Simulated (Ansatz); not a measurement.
Values for one crystal, relaxed and computed with PBE in the plane-wave PAW code Ansatz; other levels are named.

```yaml
volume_per_atom: 16.14 Å³
electronic_character: metallic (no gap)
mechanical_stability: stable (all eigenvalues of C positive)
Bulk modulus (Birch–Murnaghan fit): 304 GPa
Density of states at the Fermi level: 0.41 states/eV per atom (mean over ±0.08 eV)
Young's modulus: 382 GPa
hill_bulk_and_shear_moduli: 303 and 148 GPa
```

Question: Pick the material that matches.
A) In, body-centred tetragonal
B) Nb, bcc (W type)
C) W, bcc (W type)
D) Pb, fcc (Cu type)

Answer: C, W, bcc (W type)

Space group Im-3m (bcc (W type)). The cell was relaxed with PBE under the symmetry of its start. The run is not spin-polarised. As this level gives no gap, shear constants depend on the k-mesh and smearing (Fermi–Dirac, 0.1 eV here). Scalar-relativistic: spin–orbit coupling is off unless named, which matters more the heavier the elements.

Potentials: the earlier of the program's two PAW sets.
